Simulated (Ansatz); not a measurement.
ScAl$_{3}$ (Cu3Au type)

```
ScAl3
1.0
    4.08581     0.00000     0.00000
    0.00000     4.08581     0.00000
    0.00000     0.00000     4.08581
Al Sc
3 1
Direct
  0.00000   0.50000   0.50000
  0.50000   0.50000   0.00000
  0.50000   0.00000   0.50000
  0.00000   0.00000   0.00000
```

In this cell atom 3 (Al, nearest neighbour Al at 2.889 Å; its periodic images, 4.1 Å or more away, move with it) is moved by s along Cartesian z, unit vector (0.000, 0.000, 1.000); all other atoms and the cell stay fixed.

Calculation: r2SCAN (plane waves to 500 eV, PAW, scalar-relativistic; Ansatz, a program for electronic structure). k mesh 9×9×9 (Γ-centred), Fermi-Dirac smearing 0.05 eV. The energy includes the smearing's −TS. With partly filled bands, energies and forces of such displacements shift with the k mesh and the smearing. ScAl3 is run without spin polarisation. ScAl3 was relaxed with its symmetry unable to fall. The zero of ΔE is the undisplaced structure. The last digit holds for this mesh only.

```json
[
 {"s (Å)": "-0.870", "ΔE (meV/cell)": "2732.7"},
 {"s (Å)": "-0.696", "ΔE (meV/cell)": "1734.7"},
 {"s (Å)": "-0.522", "ΔE (meV/cell)": "962.8"},
 {"s (Å)": "-0.348", "ΔE (meV/cell)": "420.9"},
 {"s (Å)": "-0.174", "ΔE (meV/cell)": "104.2"},
 {"s (Å)": "0.000", "ΔE (meV/cell)": "0.0"},
 {"s (Å)": "0.174", "ΔE (meV/cell)": "104.2"},
 {"s (Å)": "0.348", "ΔE (meV/cell)": "420.9"},
 {"s (Å)": "0.522", "ΔE (meV/cell)": "962.8"},
 {"s (Å)": "0.696", "ΔE (meV/cell)": "1734.7"},
 {"s (Å)": "0.870", "ΔE (meV/cell)": "2732.7"}
]
```

Problem. What force constant k = d²E/ds² at s = 0 does the table give?

Solution. 6.9 eV/Å². It is the second difference of the nearest points, corrected with the next pair.

Problem. With k = 6.85 eV/Å² from the forces, is the well harmonic out to s = 0.870 Å?

Solution. ½ks² = 2591 meV/cell against the computed 2733 meV/cell, so the well is stiffer than harmonic there.

(A displaced cell: forces are minus the slopes of the energy, force constants its curvatures, and phonons follow from these.)
